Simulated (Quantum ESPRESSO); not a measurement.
Ga2InAlP4, a curve over strain

Computed values, not a measurement. The program is pw.x of Quantum ESPRESSO 7.5 (plane-wave density functional theory). The cell is made up: 8 atoms on a zincblende/diamond lattice, with randomly drawn elements, strain and displacements, not relaxed. PseudoDojo standard norm-conserving files (v0.5 for PBE, v0.4.1 for LDA and PBEsol) set the functional; there is no spin polarisation, spin-orbit coupling or dispersion term, and the masses in the input are unused placeholders.

Seven runs add a strain to one cell (the same along x and y); the atoms follow the cell and are not relaxed. Stress in the table is positive in tension.

Input of the run at +0.0024:

```
&control calculation='scf', pseudo_dir='./dojo.nc.sr.pbe.v0_5.standard.upf', outdir='./o', disk_io='low', tprnfor=.true., tstress=.true. /
&system ibrav=0, nat=8, ntyp=4, nbnd=37, ecutwfc=79.96652505, nosym=.true., tot_charge=0,
 occupations='smearing', smearing='fd', degauss=0.0018374661
/
&electrons conv_thr=7.350e-09, electron_maxstep=60, /
ATOMIC_SPECIES
Al 1.0 Al.upf
Ga 1.0 Ga.upf
In 1.0 In.upf
P 1.0 P.upf
CELL_PARAMETERS angstrom
5.7874 0.0 0.0
0.0 5.7874 0.0
0.0 0.0 5.7735
ATOMIC_POSITIONS angstrom
Ga -0.1507 0.0168 0.0531
In -0.0561 2.9608 2.8651
Ga 2.8605 -0.0151 2.8204
Al 2.9275 2.8497 -0.0045
P 1.3432 1.4278 1.5015
P 1.4357 4.3737 4.263
P 4.2845 1.3471 4.4058
P 4.3979 4.1454 1.4848
K_POINTS automatic
4 4 4 1 1 1
```

```
added strain  free energy less that of the input shown (eV)  stress xx (GPa)  stress yy (GPa)  stress zz (GPa)  stress xy (GPa)  pressure (GPa)  iterations
     -0.0239                                        -0.0990            -0.54            -0.13             0.62             2.24            0.02          10
     -0.0207                                        -0.0996            -0.04             0.36             0.93             2.19           -0.42          10
     -0.0165                                        -0.0950             0.60             0.99             1.33             2.12           -0.97          10
     -0.0139                                        -0.0891             0.98             1.37             1.56             2.08           -1.30          10
     +0.0024                                         0.0000             3.18             3.54             2.86             1.85           -3.19          11
     +0.0071                                         0.0412             3.76             4.10             3.18             1.79           -3.68          11
     +0.0113                                         0.0837             4.24             4.58             3.46             1.73           -4.09          11
```

A cubic fit gives a slope of stress xx against the added strain of 128 GPa at zero added strain, with the atoms clamped. Across the table the free energy follows the integral of the stress to within 1.0 meV. A rerun of one of the cells at 1377 eV and a 6 x 6 x 6 mesh moved values by no more than 0.008 eV in energy, 0.02 GPa in stress and 0.002 eV/Å in force.